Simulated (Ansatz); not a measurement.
**Computed properties of Sn**

Sn:
```yaml
crystal:
  lattice:
    - [-2.90276, 2.90276, 1.55313]
    - [2.90276, -2.90276, 1.55313]
    - [2.90276, 2.90276, -1.55313]
  atoms:
    - { symbol: Sn, position: [0.75000, 0.25000, 0.50000] }
    - { symbol: Sn, position: [0.00000, 0.00000, 0.00000] }
```

Space group I4_1/amd (No. 141), β-Sn type; conventional cell a = 5.806 Å, b = 5.806 Å, c = 3.106 Å, α = 90.00°, β = 90.00°, γ = 90.00°.

Method: LDA (plane waves, PAW; program Ansatz). Structure relaxed to zero pressure with the same functional. Other levels are named where they apply.

**Cell and energy**

Volume per atom: 26.17 Å³
Density: 7.53 g/cm³

**Electronic structure**

* **Electronic character**: metallic (no gap)
* **Density of states at the Fermi level**: 0.46 states/eV per atom (mean over ±0.08 eV)

The LDA relaxation kept the symmetry of its start. Axis ratios of metals converge slowly with the k-mesh, so a and c are less sure than the volume. Scalar-relativistic: spin–orbit coupling is off unless named, which matters more the heavier the elements.

Potentials: the earlier of the program's two PAW sets. The files were generated under PBE; for other functionals the program regenerates the frozen cores, and for LDA and PBEsol the local potential too.
